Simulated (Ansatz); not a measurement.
MgO:
```
MgO
1.0
    5.50197     0.00000     0.00000
    0.00000     5.50197     0.00000
    0.00000     0.00000     3.26836
Mg O
4 4
Cartesian
  1.76554   3.73643   0.00000
  3.73643   1.76554   0.00000
  4.51653   4.51653   1.63418
  0.98545   0.98545   1.63418
  1.74053   1.74053   0.00000
  3.76144   3.76144   0.00000
  1.01046   4.49152   1.63418
  4.49152   1.01046   1.63418
```

Relaxed with r²SCAN.

Question: Map the electron localisation function on the plane through (0.821, 0.821, 0.500) spanned by u = [0, 0, 1] and v = [1, 1, 0] in lattice vectors, from r²SCAN in the plane-wave PAW code Ansatz.

Answer: x is the fraction of u, y of v (the angle between them is 90°; rows are the nearest grid lines); atoms in the plane: Mg at (0.00, 0.00), Mg at (0.00, 0.36), O at (0.50, 0.50), O at (0.50, 0.86).
```
| .-: .+###+. :-. |
|---..#@@@@@#..---|
|-:. +@@@@@@@+ .:-|
|  .*@@%+:+%@@*.  |
|  -#%@@%#%@@%#-  |
|  -*%@@@@@@@%*-  |
|  .:=*#%%%#*=:.  |
|       ...       |
|   ..:-===-:..   |
|  .:=*#%%%#*=:.  |
|  -*%@@@@@@@%*-  |
|  -#@@%+-+%@@#-  |
|  .*@@%+:+%@@*.  |
|-:. +@@@@@@@+ .:-|
|.:-: =%@@@%= :-:.|
| .-: .+###+. :-. |
|---.   .:.   .---|
|                 |
|                 |
|                 |
|                 |
|-:.           .:-|
|---.   .:.   .---|
| .-: .+###+. :-. |
```
Scale: ten equal steps from 0.015 (start of ' ') to 0.837 (end of '@'), in the order ' .:-=+*#%@'; x runs from 0.000 to 1.00, y from 0.000 (bottom) to 1.00 (top).

The density is the valence pseudo-density with augmentation charge, so density and ELF within about 1 Å of a nucleus are not all-electron values.

Space group P4_2/mnm. The start of the workflow was typed in or built on a structure type; neither database checked (COD, Materials Project) lists it. It is not the phase usual at ambient conditions (space group No. 225). The cell was relaxed with r²SCAN under the symmetry of its start; its stability against distortions is not shown here.

Potentials: the earlier of the program's two PAW sets.
